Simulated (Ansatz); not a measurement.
MgZn3O4 in space group P6_3mc (No. 186; Mg on 2b, O on 2b, Zn on 6c, O on 6c), DFT-PBE in the program Ansatz with PAW potentials. The conduction-band minimum lies at Γ, with 1 equivalent valley. Second derivatives d²E/dk² of the lowest band at one valley (eV·Å²), along Cartesian directions:

```csv
direction,d²E/dk²
[100],35.45
[010],35.45
[001],35.68
[110],35.45
[101],35.57
[011],35.57
```

**Question.** Find the principal effective masses, the density-of-states mass and the conductivity mass.

**Answer.** Off-diagonal terms follow from H_xy = H[110] − (H_xx + H_yy)/2, and m*/mₑ = 7.620 eV·Å² over each eigenvalue: 0.21, 0.21, 0.21. One valley's DOS mass (m₁m₂m₃)^(1/3) = 0.21, conductivity mass 3/(Σ 1/mᵢ) = 0.21 mₑ.

**Question.** What effective density of states Nc follows at 300 K for parabolic valleys?

**Answer.** Nc = 2.509e19 × 1 × (0.21)^(3/2) ≈ 2.4e18 cm⁻³.

The start of the workflow was typed in or built on a structure type; neither database checked (COD, Materials Project) lists it. Its standing as an ambient phase is unchecked. The PBE relaxation kept the symmetry of its start; its stability against distortions is not shown here.

Potentials: the earlier of the program's two PAW sets.

Edges and masses are those of Kohn–Sham bands, whose gap is no quasiparticle gap.
